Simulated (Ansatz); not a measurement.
## Data sheet: Ca₃SiO (DFT)

Ca$_{3}$SiO:
```
CELL_PARAMETERS angstrom
     -3.31804     4.69352     3.32908
      3.31804    -4.69352     3.32908
      3.31804     4.69352    -3.32908
ATOMIC_POSITIONS crystal
  Ca 0.71475 0.46475 0.25000
  Ca 0.28525 0.53525 0.75000
  Ca 0.76790 0.00000 0.26790
  Ca 0.23210 0.00000 0.73210
  Ca 0.23210 0.50000 0.23210
  Ca 0.76790 0.50000 0.76790
  Si 0.75069 0.00069 0.75000
  Si 0.24931 0.99931 0.25000
  O  0.00000 0.50000 0.50000
  O  0.50000 0.50000 0.00000
```

Space group Imma (No. 74); conventional cell a = 6.6361 Å, b = 9.3870 Å, c = 6.6582 Å, α = 90.00°, β = 90.00°, γ = 90.00°.

Method: DFT-r²SCAN in the program Ansatz with PAW potentials. Geometry: relaxed at this level of theory. Other levels are named where they apply.

Cell and energy:

```
Item                                                           Value
-----------------------------------------------------  -------------
Volume per atom                                             20.74 Å³
Density                                                   2.63 g/cm³
Formation energy from the elements (no fitted shifts)  -1.63 eV/atom
```

Electronic structure:

```
Property                                                                                    Result
------------------------------------------------  ------------------------------------------------
Band gap                                                                          0.29 eV (direct)
Valence-band maximum                                                                          at Γ
Conduction-band minimum                                                                       at Γ
Electron effective mass, band 1 of 2 at the edge     0.13 along x, 0.86 along y, 0.13 along z (mₑ)
Electron effective mass, band 2 of 2 at the edge  0.050 along x, 0.039 along y, 0.055 along z (mₑ)
Hole effective mass                                       0.053, 0.076, 0.40 mₑ (principal values)
HSE06 gap on the r²SCAN cell                                                               0.58 eV
```

Mechanics:

```
Quantity                              Result
----------------------------------  --------
Bulk modulus (Birch–Murnaghan fit)  64.9 GPa
Pressure derivative B′                   4.2
```

Dielectric response:

```
Quantity                                                                                  Result
--------------------------------------------------------  --------------------------------------
Electronic dielectric constant ε∞ (DFPT)                         14.5 (xx), 14.4 (yy), 14.4 (zz)
Static dielectric constant ε0 (ions relaxed, cell fixed)         34.3 (xx), 32.4 (yy), 30.9 (zz)
Born charges (a third of the trace)                       Ca +2.36 to +2.37, Si -3.93, O -3.16 e
```

Phonons:

```
Item                                                                Result
--------------------------------------------------  ----------------------
Highest zone-centre frequency (without LO–TO term)                394 cm⁻¹
Zone-centre stability                               no imaginary mode at Γ
```

Charges:

```
Quantity                              Result
-------------  -----------------------------
Bader charges  Ca +1.37, Si -2.55, O -1.55 e
```

The first step of the workflow began from a Materials Project structure, measured or hypothetical; the Crystallography Open Database copy checked does not list it. COD files the formula under space group No. 62. Its standing as an ambient phase is unchecked. The r²SCAN relaxation kept the symmetry of its start. The references are the lowest solids computed at this level, not always the standard phases (solids in place of the gases).

Potentials: the later of the program's two PAW sets.
